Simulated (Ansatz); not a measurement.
Geometry optimisation in Ansatz: input, command and trajectory.

```yaml
crystal:
  lattice:
    - [-3.2933696237, 3.2933696237, 2.7414046858]
    - [3.2933696237, -3.2933696237, 2.7414046858]
    - [3.2933696237, 3.2933696237, -2.7414046858]
  atoms:
    - { symbol: Na, position: [0.667, 0.167, 0.834] }
    - { symbol: Na, position: [0.167, 0.333, 0.5] }
    - { symbol: Na, position: [0.333, 0.833, 0.166] }
    - { symbol: Na, position: [0.833, 0.667, 0.5] }
    - { symbol: P, position: [0.25, 0.25, 0.0] }
    - { symbol: P, position: [0.75, 0.75, 0.0] }
basis:
  ecutwfc: 420
kpoints:
  mp_grid: { grid: [4, 4, 4] }
hamiltonian:
  xc: pbe
scf:
  occupations: { method: gaussian, width: 0.1 }
  lower_state_search: "off"
output:
  forces: true
  stress: true
  eigenvalues: true
relax:
  adjacent_minimum: "off"
  f_tol: 0.04
  max_steps: 70
  cell: { stress_tol: 0.4 }
```

```bash
ansatz run input.yaml --threads 1 --pin off --max-ram 2560MiB --backend cpu --events-out ev --progress --plain --runs-dir out
```

These are results of Ansatz, DFT PBE, scalar-relativistic, plane waves, PAW, not measurements.

Of 8 frames 7 are shown, positions in Å and forces in eV/Å; the SCF threshold varies from step to step. Steps run on the plane waves of an earlier cell, with a Pulay correction in the pressure. The basis is chosen afresh for the last frame, the zero of the energies, and at times for earlier ones too; energy and pressure step there, also at an unchanged geometry. Here that happened at step 6 (-3 meV/atom, 0.2 GPa); the frames before carry an error of that size.

```xyz
6
Lattice="-3.2934 3.2934 2.7414 3.2934 -3.2934 2.7414 3.2934 3.2934 -2.7414" Properties=species:S:1:pos:R:3:forces:R:3 pbc="T T T" step=1 free_energy_over_end_meV_per_atom=117.55 pressure_GPa=6.21
Na    1.1000    4.3934    0.0000    0.1401    0.1401    0.0000
Na    2.1934    1.1000    0.0000   -0.1401    0.1401    0.0000
Na    2.1934   -1.1000    2.7414   -0.1401   -0.1401    0.0000
Na    1.1000    2.1934    2.7414    0.1401   -0.1401    0.0000
P     0.0000    0.0000    1.3707    0.0000    0.0000    0.0000
P     0.0000    0.0000    4.1121    0.0000    0.0000    0.0000
6
Lattice="-3.3407 3.3407 2.8785 3.3407 -3.3407 2.8785 3.3407 3.3407 -2.8785" Properties=species:S:1:pos:R:3:forces:R:3 pbc="T T T" step=2 free_energy_over_end_meV_per_atom=51.36 pressure_GPa=3.02
Na    1.1550    4.4957    0.0000    0.1223    0.1223    0.0000
Na    2.1857    1.1550    0.0000   -0.1223    0.1223    0.0000
Na    2.1857   -1.1550    2.8785   -0.1223   -0.1223    0.0000
Na    1.1550    2.1857    2.8785    0.1223   -0.1223    0.0000
P     0.0000    0.0000    1.4392    0.0000    0.0000    0.0000
P     0.0000    0.0000    4.3177    0.0000    0.0000    0.0000
6
Lattice="-3.4033 3.4033 3.0120 3.4033 -3.4033 3.0120 3.4033 3.4033 -3.0120" Properties=species:S:1:pos:R:3:forces:R:3 pbc="T T T" step=3 free_energy_over_end_meV_per_atom=15.03 pressure_GPa=0.75
Na    1.2536    4.6569    0.0000    0.0775    0.0775    0.0000
Na    2.1497    1.2536    0.0000   -0.0775    0.0775    0.0000
Na    2.1497   -1.2536    3.0120   -0.0775   -0.0775    0.0000
Na    1.2536    2.1497    3.0120    0.0775   -0.0775    0.0000
P     0.0000    0.0000    1.5060    0.0000    0.0000    0.0000
P     0.0000    0.0000    4.5180    0.0000    0.0000    0.0000
6
Lattice="-3.3656 3.3656 3.1480 3.3656 -3.3656 3.1480 3.3656 3.3656 -3.1480" Properties=species:S:1:pos:R:3:forces:R:3 pbc="T T T" step=4 free_energy_over_end_meV_per_atom=5.80 pressure_GPa=0.77
Na    1.3559    4.7215    0.0000   -0.0050   -0.0050    0.0000
Na    2.0097    1.3559    0.0000    0.0050   -0.0050    0.0000
Na    2.0097   -1.3559    3.1480    0.0050    0.0050    0.0000
Na    1.3559    2.0097    3.1480   -0.0050    0.0050    0.0000
P     0.0000    0.0000    1.5740    0.0000    0.0000    0.0000
P     0.0000    0.0000    4.7219    0.0000    0.0000    0.0000
6
Lattice="-3.4125 3.4125 3.1415 3.4125 -3.4125 3.1415 3.4125 3.4125 -3.1415" Properties=species:S:1:pos:R:3:forces:R:3 pbc="T T T" step=5 free_energy_over_end_meV_per_atom=3.48 pressure_GPa=0.04
Na    1.3808    4.7932    0.0000    0.0078    0.0078    0.0000
Na    2.0317    1.3808    0.0000   -0.0078    0.0078    0.0000
Na    2.0317   -1.3808    3.1415   -0.0078   -0.0078    0.0000
Na    1.3808    2.0317    3.1415    0.0078   -0.0078    0.0000
P     0.0000    0.0000    1.5707    0.0000    0.0000    0.0000
P     0.0000    0.0000    4.7122    0.0000    0.0000    0.0000
6
Lattice="-3.4125 3.4125 3.1415 3.4125 -3.4125 3.1415 3.4125 3.4125 -3.1415" Properties=species:S:1:pos:R:3:forces:R:3 pbc="T T T" step=6 free_energy_over_end_meV_per_atom=0.58 pressure_GPa=0.27
Na    1.3808    4.7932    0.0000    0.0078    0.0078    0.0000
Na    2.0317    1.3808    0.0000   -0.0078    0.0078    0.0000
Na    2.0317   -1.3808    3.1415   -0.0078   -0.0078    0.0000
Na    1.3808    2.0317    3.1415    0.0078   -0.0078    0.0000
P     0.0000    0.0000    1.5707    0.0000    0.0000    0.0000
P     0.0000    0.0000    4.7122    0.0000    0.0000    0.0000
6
Lattice="-3.4234 3.4234 3.1700 3.4234 -3.4234 3.1700 3.4234 3.4234 -3.1700" Properties=species:S:1:pos:R:3:forces:R:3 pbc="T T T" step=8 free_energy_over_end_meV_per_atom=0.00 pressure_GPa=0.00
Na    1.4132    4.8367    0.0000    0.0030    0.0030    0.0000
Na    2.0102    1.4132    0.0000   -0.0030    0.0030    0.0000
Na    2.0102   -1.4132    3.1700   -0.0030   -0.0030    0.0000
Na    1.4132    2.0102    3.1700    0.0030   -0.0030    0.0000
P     0.0000    0.0000    1.5850    0.0000    0.0000    0.0000
P     0.0000    0.0000    4.7550    0.0000    0.0000    0.0000
```

The start puts this composition into another compound's structure type, which needn't suit it. At the end the space group is I4/mcm (tolerance 0.05 Å).

It took 22 s on 1 thread of Arm Neoverse V2 (shared host), peak memory 0.36 GiB.

The k mesh is coarse.